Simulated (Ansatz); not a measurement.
Crystals of one structure type (zinc blende) and one family of elements, relaxed and computed with PBE (plane waves, PAW; program Ansatz).

| crystal | gap (eV) | electron conductivity mass (mₑ) |
|---|---|---|
| CdSe | 0.49 | 0.052 |
| CdTe | 0.58 | 0.053 |
| CdS | 1.04 | ? |
| ZnSe | 1.15 | 0.090 |
| ZnS | 2.02 | 0.17 |

Problem. Fit a straight line to ln m* against ln E_g and predict the withheld value.

Solution. Least squares on the 4 shown rows: ln m* = 0.85 × ln E_g + (-2.430), with a scatter of 7 %. For CdS this gives 0.091. The run itself gave 0.12, outside the scatter: the line misses something about this case.

All cells were relaxed under the symmetry of their starts (and spin orders); stability against distortions was not tested throughout. Spin–orbit coupling is left out wherever it is not named.

Potentials: the later of the program's two PAW sets.
